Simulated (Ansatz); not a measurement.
Na (diamond, Fd-3m) at seven volumes, DFT-PBE in the program Ansatz with PAW potentials, scaled uniformly. One row is withheld.

```
V (Å³/atom)  P (GPa)
-----------  -------
49.522          0.34
51.154          0.21
52.787             ?
54.419          0.01
56.052         -0.08
57.684         -0.15
59.317         -0.22
```

### Question
Fit the shown pressures and predict the withheld one.

### Answer
P = (3/2)B₀(x^(7/2) − x^(5/2))[1 + (3/4)(B′ − 4)(x − 1)] with x = (V₀/V)^(2/3). Least squares on the six rows gives V₀ = 54.548 Å³/atom, B₀ = 3.0 GPa, B′ = 3.27. At V = 52.787, x = 1.0221 and P = 0.10 GPa. The run itself gave 0.10 GPa.

A made-up cell: these elements were put on the sites of a structure type; neither database checked (COD, Materials Project) lists it. It is not the phase usual at ambient conditions (space group No. 229). The PBE relaxation kept the symmetry of its start. At this level the phase is dynamically unstable (imaginary phonons).

Potentials: the later of the program's two PAW sets.
